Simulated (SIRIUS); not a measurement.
SIRIUS run on InP (F-43m, 2 atoms in the cell; from Materials Project mp-20351, changed as shown): self-consistent single point.

All values come from this method and carry its errors: PBE, PseudoDojo 0.5 standard norm-conserving PBE (tails mended) pseudopotentials (plane waves; SIRIUS).

The change in words: volume scaled by 0.96. Reference geometry (F-43m):
```xyz
2
Lattice="0.0000 2.9520 2.9520 2.9520 0.0000 2.9520 2.9520 2.9520 0.0000" Properties=species:S:1:pos:R:3 pbc="T T T"
In     0.0000     0.0000     0.0000
P      1.4760     1.4760     1.4760
```

Reference input (self-consistent single point, DFT, PBE, plane waves, PseudoDojo 0.5 standard norm-conserving PBE (tails mended) pseudopotentials): parameters.ngridk = 5 5 5; parameters.xc_functionals = [XC_GGA_X_PBE, XC_GGA_C_PBE]; parameters.gk_cutoff = 8.367 1/bohr; parameters.pw_cutoff = 16.734 1/bohr; parameters.smearing = gaussian; parameters.smearing_width = 0.000734986 Ha; potentials = PseudoDojo 0.5 standard norm-conserving PBE (tails mended) pseudopotentials; parameters.electronic_structure_method = pseudopotential; parameters.num_bands = 13; parameters.num_mag_dims = 0; parameters.num_dft_iter = 100; parameters.energy_tol = 1e-07 Ha. This run's input differs from it in these lines:

```diff
@@ -32,7 +32,7 @@
     "lattice_vectors": [
-      [0.0, 0.7071068053, 0.7071068053],
-      [0.7071068053, 0.0, 0.7071068053],
-      [0.7071068053, 0.7071068053, 0.0]
+      [0.0, 0.7071067952, 0.7071067952],
+      [0.7071067952, 0.0, 0.7071067952],
+      [0.7071067952, 0.7071067952, 0.0]
     ],
-    "lattice_vectors_scale": 7.889083,
+    "lattice_vectors_scale": 7.782462,
     "atom_coordinate_units": "A",
@@ -48,3 +48,3 @@
       "P": [
-        [1.4759875, 1.4759875, 1.4759875]
+        [1.4560395, 1.4560395, 1.4560395]
       ]
```

Log, with long lists cut:

```
[find] density tolerance         : 1e-06
[find] total energy tolerance    : 1e-07
[find] iter_solver_tol (initial) : 0.01
[find] iter_solver_tol (target)  : 1e-13
[find] num_dft_iter              : 100
Charges and magnetic moments
--------------------------------------------------------------------------------
total charge          : 18.000000
[find] | SCF iteration   0 out of 100|
[diagonalize] iterative solver tolerance (occupied, empty): 0.01 0.01
[diagonalize] average number of iterations: 2.7
[find] Charges and magnetic moments
[find] total charge          : 18.000000
[find] Energy
   [... lines left out ...]

[find] Charges and magnetic moments
[find] total charge          : 18.000000
[find] Energy
[find] smearing (-TS)                 :      -0.00000000
[find] Total energy                   :     -73.39152006 (Ha),    -146.78304011 (Ry)
[find] Free energy (E-TS)             :     -73.39152006 (Ha),    -146.78304011 (Ry)
[find] band gap (eV)                  :       0.81009518
[find] Efermi                         :       0.29832999
[find] iteration : 15, RMS (target) : 5.3679e-07 (1.0000e-06) , energy difference (target) : -1.3544e-09 (1.0000e-07)
[find] bands are converged : true
[find] iterative solver converged : false
[find] converged after 16 SCF iterations!
[find] Charges and magnetic moments
[find] total charge          : 18.000000
[find] Energy
[find] smearing (-TS)                 :      -0.00000000
[find] Total energy                   :     -73.39152006 (Ha),    -146.78304011 (Ry)
[find] Free energy (E-TS)             :     -73.39152006 (Ha),    -146.78304011 (Ry)
[find] band gap (eV)                  :       0.81009518
[find] Efermi                         :       0.29832999
[ground_state] === stress tensor components [kbar] ===
[ground_state] === stress_total ===
[ground_state]   -49.324224    0.000000    0.000000
[ground_state]     0.000000  -49.324224   -0.000000
[ground_state]     0.000000   -0.000000  -49.324224
[ground_state] ==== total Forces in Ha/bohr =====
[ground_state] atom:    0, force:      -0.0000000     -0.0000000      0.0000000
[ground_state] atom:    1, force:      -0.0000000     -0.0000000      0.0000000
```

The run converged in 16 iterations. SIRIUS prints the stress tensor with tension positive. Against the reference run the free energy rises by 21.5 meV/atom and the pressure goes from 1.87 to 4.93 GPa.

The structure comes from a collection of computed structures, made at another level of theory; the collection holds predicted forms beside known ones.

Cost on one core: about 18 core-seconds (a rough figure).

The gap that the log prints is read on the run's mesh, which can miss the band edges or a crossing.

“Tails mended”: in these copies of the files the far tail of each local potential was reset to the Coulomb form.
